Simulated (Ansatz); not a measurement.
**Ta: stiffness from a series of strains**

```
CELL_PARAMETERS angstrom
0.00000 2.11000 2.11000
2.11000 0.00000 2.11000
2.11000 2.11000 0.00000
ATOMIC_POSITIONS crystal
Ta 0.00000 0.00000 0.00000
```

The cell comes from COD entry 1534932, which wasn't checked; take it as a given geometry.

Spin–orbit coupling is left out, though it moves levels of the heavy atoms by tenths of an eV or more.

Theory: Ansatz 0.2.0, DFT, PBEsol, all-electron LAPW, scalar-relativistic.

Numerical set-up: a Γ-centred 15×15×15 k mesh, Fermi–Dirac smearing of 0.08 eV, basis error target 0.5 meV/atom, no spin polarisation.

The strain is applied along the Cartesian axes of the cell as listed (the other components stay zero). Fractional coordinates are held (clamped ions).

σ is the change of stress from the unstrained cell, which is at -5.83 GPa; tension is positive, so slopes are stress–strain coefficients at that pressure. In a metal the k mesh adds noise.

Only quantities that a quadratic follows smoothly over the whole series are listed; rougher ones are left out.

```tsv
εzz	σzz (GPa)	σxx (GPa)
-0.0300	-1.94	-7.35
-0.0200	-1.43	-4.76
-0.0100	-0.78	-2.31
0.0000	0.00	0.00
0.0100	0.87	2.19
0.0300	2.83	6.24
```

**Question.** Fit the series and read off the stiffness at zero strain.

**Answer.** Least-squares fits y = p0 + p1 x + p2 x² to the rows give σzz (GPa): p1 = 80, p2 = 500; σxx (GPa): p1 = 226, p2 = -620. So C11 = 80 GPa and C12 = 226 GPa, which gives B = (C11 + 2 C12)/3 = 177 GPa.

**Question.** One run, at εzz = 0.0200, is withheld. Predict its row.

**Answer.** The fits give 1.79, 4.28; the run gave 1.82, 4.26.
